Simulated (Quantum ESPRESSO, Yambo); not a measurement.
Quasiparticle gap of AlSb at -0.5 % isotropic strain

```cif
data_AlSb
_chemical_formula_sum 'Al1 Sb1'
_space_group_name_H-M_alt 'P 1'
_space_group_IT_number 1
_cell_length_a 4.33051
_cell_length_b 4.33051
_cell_length_c 4.33051
_cell_angle_alpha 60.000
_cell_angle_beta 60.000
_cell_angle_gamma 60.000
loop_
_space_group_symop_operation_xyz
  'x, y, z'
loop_
_atom_site_label
_atom_site_type_symbol
_atom_site_fract_x
_atom_site_fract_y
_atom_site_fract_z
_atom_site_occupancy
Al1 Al 0.00000 0.00000 0.00000 1
Sb1 Sb 0.25000 0.25000 0.25000 1
```

The PBEsol cell relaxed from Materials Project entry mp-2624 was given an isotropic strain of -0.5 % on all lattice vectors, and the atoms were relaxed again.

Starting point: norm-conserving PBE (stringent potentials; Quantum ESPRESSO, 100 Ry, scalar-relativistic). G0W0 in Yambo: 4×4×4 Γ-centred k mesh, bands 5 to 256 and a 15 Ry block in the screening, 256 bands in G with the Bruneval-Gonze terminator, plasmon pole fitted at 27.2 eV.

```
Item                                              Value
----------------------------------------------  -------
PBE gap along the band path                     1.20 eV
PBE gap between the mesh's edge points (Γ → X)  1.21 eV
G0W0 gap between the same points                1.71 eV
PBE smallest direct gap on the mesh (at Γ)      1.66 eV
G0W0 direct gap at that point                   2.45 eV
```

```csv
k point,band,E PBE (eV),E QP (eV),shift (eV),Z
Γ,VB,0.00,-0.70,-0.70,0.79
Γ,CB,1.66,1.75,0.09,0.79
L,VB,-0.92,-1.68,-0.77,0.78
L,CB,1.37,1.31,-0.07,0.79
X,VB,-2.21,-3.05,-0.83,0.77
X,CB,1.21,1.00,-0.21,0.80
```

Energies count from the PBE valence-band maximum.

Convergence of the G0W0 settings was not tested.

Spin-orbit coupling is left out, which matters for elements this heavy: edges can move by tenths of an eV.
